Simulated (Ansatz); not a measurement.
Below is a relaxed structure of RbDy₄C. The cell was found from a structure generator's guess, not taken from experiment.

The calculation used Ansatz 0.2.0, DFT PBE, scalar-relativistic, plane waves, PAW, and for the lanthanide a 4f-in-core norm-conserving potential. Cutoff 630 eV, Γ-centred mesh, Gaussian smearing, no spin polarisation.

```xyz
6
Lattice="4.6671 0.0000 0.0000 -2.3335 4.0418 0.0000 0.0000 0.0000 13.1074" Properties=species:S:1:pos:R:3 pbc="T T T"
Rb    0.0000    0.0000    6.5537
Dy    0.0000    2.6945    0.0000
Dy    2.3335    1.3473    0.0000
Dy    0.0000    0.0000    2.2452
Dy    0.0000    0.0000   10.8621
C     0.0000    0.0000    0.0000
```

The zero of energy is the elements' standard structures at the same level; no fitted shifts are applied.

Problem. Find its symmetry and describe it.

Solution. P6/mmm (No. 191). Conventional cell: a = 4.667 Å, c = 13.107 Å. Rb has 2 Dy at 4.31 Å and 6 Rb at 4.67 Å; Dy on a site of symmetry -6m2 has 3 C at 2.69 Å, 3 Dy at 2.69 Å and 6 Dy at 3.51 Å; Dy on a site of symmetry 6mm is surrounded by 1 C at 2.25 Å, 6 Dy at 3.51 Å and 1 Rb at 4.31 Å; around C lie 2 Dy at 2.25 Å and 6 Dy at 2.69 Å.

Problem. How far does it lie from the elements in energy?

Solution. +0.53 eV/atom. The separate elements lie lower, so it is unstable against them.

Problem. Is it a metal?

Solution. Yes, bands cross the Fermi level on the 12×12×4 mesh.

The last run used a 12×12×4 mesh (in the run's order of axes) for its 6-atom cell and Gaussian smearing of 0.10 eV. The reference form of C is held partly by dispersion forces, which this level lacks. Symmetry constrained the relaxation, so the result can be a saddle point.

The lanthanide is trivalent by construction, without f bands, f moments or other valences. The reference runs of the other elements, and any phases without the lanthanide, used 420 eV, which shifts energies against them by under 10 meV/atom. The lanthanide's reference is the lowest of its hcp, dhcp and fcc cells.
